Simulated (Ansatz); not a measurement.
Input for Ansatz (plane-wave DFT, PAW):

```yaml
crystal:
  lattice:
    - [4.3583685765, 0.0, 0.0]
    - [0.0, 4.7827825211, 0.0]
    - [0.0, 0.0, 2.8656153399]
  atoms:
    - { symbol: Fe, position: [0.2545309792, 0.6580579615, 0.0], spin: 1.57 }
    - { symbol: Fe, position: [0.7454690208, 0.3419420385, 0.0], spin: 1.57 }
    - { symbol: Fe, position: [0.2454690208, 0.1580579615, 0.5], spin: 1.57 }
    - { symbol: Fe, position: [0.7545309792, 0.8419420385, 0.5], spin: 1.57 }
    - { symbol: C, position: [0.0, 0.0, 0.0] }
    - { symbol: C, position: [0.5, 0.5, 0.5] }
basis:
  ecutwfc: 420
kpoints:
  mp_grid: { grid: [8, 8, 12] }
hamiltonian:
  xc: pbesol
scf:
  occupations: { method: gaussian, width: 0.1 }
output:
  forces: true
  stress: true
  eigenvalues: true
  populations: true
magnetization:
  spin_polarized: true
relax:
  adjacent_minimum: "off"
  f_tol: 0.01
  max_steps: 30
  cell: { stress_tol: 0.1, fix: [volume] }
```

Command:
```bash
ansatz run input.yaml --threads 2 --pin off --max-ram 5120MiB --backend cpu --events-out ev --progress --plain --runs-dir out
```

Theory: Ansatz, DFT PBEsol, scalar-relativistic, plane waves, PAW.

From the run's log, abridged (final results; tables in files aren't shown):

```
SCF 4 converged in 6 iterations: F = -18288.651903 eV  dr2 = 8.15e-12
SCF converged after 6 iterations
Magnetization: 6.7750 μB (39.3875 up, 32.6125 down)
Absolute magnetization: 7.5761 μB (∫|ρ↑−ρ↓|, with the PAW one-centre terms)
Spin contamination: 0.1090 ħ² per cell (⟨S²⟩ above its minimum at these occupations)
Per-site moments (μB) at R_I (Å): [(1.65387114, 0.79743866), (1.65387114, 0.79743866), (1.65387114, 0.79743866), (1.65387114, 0.79743866), (-0.11816051, 0.79743866), (-0.11816051, 0.79743866)]
Free energy (F): -18288.651903 eV
Harris-Foulkes:  -18288.651903 eV  (|F-HF|=7.28e-12)
Internal energy: -18288.627106 eV  (E = F + TS)
E sigma→0 (E₀):  -18288.639504 eV
Entropy (-TS):   -0.024797 eV (-4.133 meV/atom)
Fermi energy:    16.663123 eV
--- Per-component energies (eV) ---
  E_band       = -931.393746
  E_kinetic    = 1579.516686
  E_local      = -9180.518482  (includes V_loc(G=0)·N_el)
  E_nonlocal   = 926.294552
  E_hartree    = 3830.002562
  E_xc         = -564.082618
  E_vxc        = -724.730944  (∫ρ·V_xc dr)
  E_paw        = -5523.712329  (= ΣΔE_a)
  E_vpaw       = -1191.964109  (= ΣTr[D̂ρ^β])
  E_aug_tail   = 0.003107  (compensation charges beyond the density's cutoff)
  E_ewald      = -9356.889592
  E_core_change = 0.759008  (= ΣΔE_core)
  E_smearing   = -0.024797  (= −TS)
--- Forces (eV/Å), atoms counted from 1 ---
  atom   1  Fe     0.00864849    -0.00596700     0.00000000
  atom   2  Fe    -0.00864849     0.00596700     0.00000000
  atom   3  Fe    -0.00864849    -0.00596700     0.00000000
  atom   4  Fe     0.00864849     0.00596700     0.00000000
  atom   5  C      0.00000000     0.00000000     0.00000000
  atom   6  C      0.00000000     0.00000000     0.00000000
--- Stress (GPa, compression-positive) ---
      -19.185075       0.000000       0.000000
        0.000000     -19.090231       0.000000
        0.000000       0.000000     -19.113501
  P = ⅓ Tr σ = -19.1296 GPa (-191.296 kbar)
--- Band table (eV; the first three rows and the last of 350) ---
  k-point 0 ↑: bands = ["-71.3567", "-71.3298", "-71.3259", "-71.3257", "-37.7577", "-37.6195", "-37.6191", "-37.5974", "-37.5715", "-37.5252", "-37.5167", "-37.5015", "-37.4574", "-37.3780", "-37.3481", "-37.3420", "2.7764", "5.1647", "9.6239", "9.7793", "11.0681", "11.3249", "12.0342", "12.0408", "12.5113", "13.2721", "14.0168", "14.0784", "14.1181", "14.2524", "14.3711", "14.3740", "14.3950", "14.7490", "15.1036", "15.5680", "15.6212", "15.6411", "16.4024", "16.9929", "17.4808", "18.2379", "18.3933", "19.0330", "21.0241", "21.8612", "25.7786"]
  k-point 1 ↑: bands = ["-71.3559", "-71.3294", "-71.3258", "-71.3256", "-37.7551", "-37.6215", "-37.6177", "-37.5965", "-37.5747", "-37.5294", "-37.5211", "-37.5071", "-37.4551", "-37.3778", "-37.3495", "-37.3429", "2.8727", "5.1912", "9.7291", "9.8791", "10.9433", "11.3466", "12.0351", "12.1121", "12.4050", "13.1954", "13.9348", "13.9937", "14.1634", "14.2505", "14.3115", "14.4235", "14.5112", "14.5798", "15.1715", "15.5497", "15.5499", "15.6452", "16.4976", "17.2134", "17.5816", "18.1948", "18.3172", "19.0935", "21.0320", "21.6515", "25.8305"]
  k-point 2 ↑: bands = ["-71.3534", "-71.3283", "-71.3265", "-71.3249", "-37.7473", "-37.6274", "-37.6138", "-37.5944", "-37.5830", "-37.5406", "-37.5332", "-37.5225", "-37.4483", "-37.3771", "-37.3538", "-37.3454", "3.1524", "5.2614", "10.0303", "10.1577", "10.6384", "11.4016", "12.0144", "12.0365", "12.2864", "13.1883", "13.7334", "13.7952", "13.9442", "14.2229", "14.3381", "14.4067", "14.5499", "14.8201", "15.2844", "15.4145", "15.4351", "15.7158", "16.6280", "17.5112", "17.7688", "18.0450", "18.5277", "19.2362", "20.6236", "21.5916", "25.9907"]
  k-point 174 ↓: bands = ["-69.2792", "-69.2792", "-69.2737", "-69.2737", "-35.8234", "-35.8234", "-35.6971", "-35.6971", "-35.6551", "-35.6551", "-35.6274", "-35.6274", "-35.2275", "-35.2275", "-35.1809", "-35.1809", "5.1555", "5.1555", "10.4627", "10.4627", "11.3514", "11.3514", "12.1764", "12.1764", "14.2250", "14.2250", "14.8026", "14.8026", "15.6447", "15.6447", "16.1092", "16.1092", "17.0284", "17.0284", "17.1671", "17.1671", "17.3487", "17.3487", "17.8153", "17.8153", "19.2797", "19.2797", "19.4322", "19.4322", "23.3619", "23.3619", "25.3414"]
--- Relaxed structure (3 steps of the walk, 3 accepted, 1 SCFs on fresh bases) ---
  F+E_penalty+E_count = -18288.65190294 eV   max|allowed force component| = 8.648e-3 eV/Å   (the final SCF, on the basis selected at the relaxed cell)
  cell:  # Å, volume = 59.7341 Å³
    - [4.35418867, 0.0, 0.0]
    - [0.0, 4.79878545, 0.0]
    - [0.0, 0.0, 2.85880085]
  atoms:
    - { symbol: Fe, position: [0.25934752, 0.66088099, 0.0] }
    - { symbol: Fe, position: [0.74065247, 0.33911900, 0.0] }
    - { symbol: Fe, position: [0.24065247, 0.16088099, 0.49999999] }
    - { symbol: Fe, position: [0.75934752, 0.83911900, 0.49999999] }
    - { symbol: C, position: [0.0, 0.0, 0.0] }
    - { symbol: C, position: [0.5, 0.49999999, 0.49999999] }
--- Löwdin populations: 6 sites ---
  site symbol q [e]    m [muB]
     0     Fe     15.4890     1.7995
     1     Fe     15.4890     1.7995
     2     Fe     15.4890     1.7995
     3     Fe     15.4890     1.7995
     4      C      4.7009    -0.1646
     5      C      4.7009    -0.1646
  spilling = 0.008918 (of n_electrons = 72.000000)
```

The relaxation met its thresholds.

The run took 4 min on 2 threads of Intel(R) Xeon(R) Processor @ 2.50GHz (Skylake/Cascade Lake) (shared host), peak memory 0.94 GiB.

Only parallel moments were tried here.